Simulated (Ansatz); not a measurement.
InSb (NiAs type, P6_3/mmc) under volume change, r²SCAN (plane waves, PAW; program Ansatz), shape and atoms relaxed at each volume.

```csv
V (Å³/atom),E − E(relaxed) (meV/atom),P (GPa)
25.960,45.6,6.22
26.816,(withheld),(withheld)
27.672,4.5,1.73
28.527,0.0,0.00
29.383,(withheld),(withheld)
30.239,15.2,-2.68
31.095,32.3,-3.70
```

### Question
Fill in the missing entries.

### Answer

- 26.816, E − E(relaxed) (meV/atom): 19.1
- 26.816, P (GPa): 3.77
- 29.383, E − E(relaxed) (meV/atom): 4.0
- 29.383, P (GPa): -1.46

### Question
What does a third-order Birch–Murnaghan fit give for V₀, B₀ and B′?

### Answer
V₀ = 28.53 Å³/atom, B₀ = 52.7 GPa, B′ = 4.8.

The start of the workflow was typed in or built on a structure type; neither database checked (COD, Materials Project) lists it. It is not the phase usual at ambient conditions (space group No. 216). The cell was relaxed with r²SCAN under the symmetry of its start; whether a distortion lowers the energy is not shown. Scalar-relativistic: spin–orbit coupling is off unless named, which matters more the heavier the elements.

Potentials: the earlier of the program's two PAW sets.
